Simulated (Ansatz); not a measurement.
A distorted cell of AlN (wurtzite):

```
AlN
1.0
    3.28854     0.00000     0.00000
   -1.64427     2.84796     0.00000
    0.00000     0.00000     5.27180
Al N
2 2
Direct
  0.66667   0.33333   0.00282
  0.33333   0.66667   0.50282
  0.66667   0.33333   0.62238
  0.33333   0.66667   0.12238
```

All values below come from PBE (plane waves to 420 eV, PAW, scalar-relativistic; Ansatz, a quantum-chemistry and plane-wave program). k mesh 12×12×7 (Γ-centred), Fermi-Dirac smearing 0.05 eV. E stands for the smeared free energy. Stress and pressure are positive under compression. AlN was relaxed with its symmetry unable to fall. The PAW data are Ansatz's earlier set.

Task: What is the stress tensor (GPa)?

Result: 
```
  -21.9      0.0      0.0
    0.0    -21.9      0.0
    0.0      0.0    -20.3
```
The pressure, a third of the trace, is -21.4 GPa.

Task: It is the relaxed cell scaled evenly to V/V₀ = 1.160, atoms relaxed where free. What is its energy relative to the relaxed cell?

Result: 128.7 meV/atom.

(Under strain, the slope of the energy per volume gives the stress and its curvature an elastic modulus.)
